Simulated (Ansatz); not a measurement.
Y$_{2}$N (anti-CdI2 type, P-3m1) under volume change, r²SCAN (plane waves, PAW; program Ansatz), shape and atoms relaxed at each volume.

```json
[
 {"V (Å³/atom)": "19.355", "E − E(relaxed) (meV/atom)": "48.9", "P (GPa)": "8.81"},
 {"V (Å³/atom)": "19.993", "E − E(relaxed) (meV/atom)": "20.6", "P (GPa)": "5.45"},
 {"V (Å³/atom)": "20.631", "E − E(relaxed) (meV/atom)": "4.9", "P (GPa)": "2.53"},
 {"V (Å³/atom)": "21.269", "E − E(relaxed) (meV/atom)": "0.0", "P (GPa)": "0.00"},
 {"V (Å³/atom)": "21.907", "E − E(relaxed) (meV/atom)": "4.4", "P (GPa)": "-2.17"},
 {"V (Å³/atom)": "22.545", "E − E(relaxed) (meV/atom)": "16.9", "P (GPa)": "-4.02"},
 {"V (Å³/atom)": "23.183", "E − E(relaxed) (meV/atom)": "36.1", "P (GPa)": "-5.58"}
]
```

Problem. What does a third-order Birch–Murnaghan fit give for V₀, B₀ and B′?

Solution. V₀ = 21.27 Å³/atom, B₀ = 77.3 GPa, B′ = 4.0.

A made-up cell: these elements were put on the sites of a structure type; neither database checked (COD, Materials Project) lists it. Its standing as an ambient phase is unchecked. Symmetry was held in the r²SCAN relaxation; whether a distortion lowers the energy is not shown. No spin polarisation was allowed.

Potentials: the earlier of the program's two PAW sets.
